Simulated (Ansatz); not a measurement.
A geometry of GaPt away from equilibrium: the start of the relaxation of a relaxed GaPt cell displaced along its unstable phonon at q = (½, ½, 0) of its primitive reciprocal cell (55i cm⁻¹), largest move 0.15 Å. Level of theory: PBEsol (plane waves to 420 eV, PAW, scalar-relativistic; Ansatz, an electronic-structure program). Γ-centred k-mesh 10×10×6 on the run's cell (coarser than for final values), Fermi–Dirac smearing 0.05 eV.

```xyz
8
Lattice="6.8222 0.0000 0.0000 3.4111 3.4111 0.0000 0.0000 0.0000 5.2453" Properties=species:S:1:pos:R:3 pbc="T T T"
Ga     1.8520     0.0000     3.4545
Ga     4.9703     0.0000     3.4545
Ga     6.8222     1.5591     1.7907
Ga     3.4111     1.8520     1.7907
Pt     1.8556     0.0000     0.8925
Pt     4.9667     0.0000     0.8925
Pt     6.8222     1.5556     4.3528
Pt     3.4111     1.8556     4.3528
```

Task: Which atoms carry the largest force, and which way does it point?

Result: 0.17 eV/Å, on Pt5, Pt6, Pt7, Pt8 (atoms numbered as listed); on Pt5 its components are (0.16, 0.00, -0.07).

Task: What is the pressure?

Result: -0.8 GPa, compression positive.

Task: How far above the relaxed end point is this geometry?

Result: 0.01 eV/atom; the path ends in P-42₁m (No. 113).

No spin polarisation in the result.

The run could not lose the symmetry of its start: the end is stationary, and may be a saddle point rather than a minimum.

The end of the path is a generated cell of GaPt: the first start was made by placing the elements on the sites of a structure type, and the end was not matched to a known phase here, so it may be hypothetical.
